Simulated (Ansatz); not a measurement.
MgPd (CsCl type)

```
MgPd
1.0
    6.20765     0.00000     0.00000
    3.10383     3.10383     0.00000
    0.00000     0.00000     3.10383
Mg Pd
2 2
Direct
  0.00000   0.00000   0.00000
  0.50000   0.00000   0.00000
  0.00000   0.50000   0.50000
  0.50000   0.50000   0.50000
```

A phonon eigenvector at M = (0.5, 0.5, 0.0) is frozen into this cell: atom i moves by Q times the vector below, so Q is the largest atomic displacement, in Å. The cell is held. (q is in reciprocal vectors of the primitive cell; the cell shown is doubled to hold the pattern.)

```
atom      x      y       z
----  -----  -----  ------
Pd3   0.000  0.000  -1.000
Pd4   0.000  0.000   1.000
```

Atoms not listed stay in place.

Level of theory: LDA (plane waves to 420 eV, PAW, scalar-relativistic; Ansatz, an electronic-structure program). k mesh 15×15×15 (Γ-centred), Fermi-Dirac smearing 0.05 eV. E stands for the smeared free energy. With partly filled bands, energies and forces of such displacements shift with the k mesh and the smearing. MgPd is run without spin polarisation. MgPd was relaxed with its symmetry unable to fall. The zero of ΔE is the undisplaced structure. The last digit holds for this mesh only.

```json
[
 {"Q (Å)": "-0.2800", "ΔE (meV/cell)": "463.5"},
 {"Q (Å)": "-0.2333", "ΔE (meV/cell)": "325.9"},
 {"Q (Å)": "-0.1867", "ΔE (meV/cell)": "210.7"},
 {"Q (Å)": "-0.1400", "ΔE (meV/cell)": "withheld"},
 {"Q (Å)": "-0.0933", "ΔE (meV/cell)": "53.3"},
 {"Q (Å)": "-0.0467", "ΔE (meV/cell)": "13.3"},
 {"Q (Å)": "0.0000", "ΔE (meV/cell)": "0.0"},
 {"Q (Å)": "0.0467", "ΔE (meV/cell)": "13.3"},
 {"Q (Å)": "0.0933", "ΔE (meV/cell)": "53.3"},
 {"Q (Å)": "0.1400", "ΔE (meV/cell)": "withheld"},
 {"Q (Å)": "0.1867", "ΔE (meV/cell)": "210.7"},
 {"Q (Å)": "0.2333", "ΔE (meV/cell)": "325.9"},
 {"Q (Å)": "0.2800", "ΔE (meV/cell)": "463.5"}
]
```

### Question
Fit an even polynomial form (powers 2, 4) to the given rows and predict ΔE at Q = -0.1400.

### Answer
Least squares on the 11 given rows: ΔE = (6153)·Q² + (-3072)·Q⁴, in meV/cell with Q in Å; root-mean-square residual 0.07 meV/cell. At -0.1400 the fit gives 119.4 meV/cell; the calculation gives 119.3 meV/cell, so the interpolation is off by 0.1 (+0.1 %). The quadratic term alone would give 120.6 meV/cell.

(For displaced atoms, the force is minus the slope of the energy, and its curvature is a force constant, which sets phonon frequencies.)
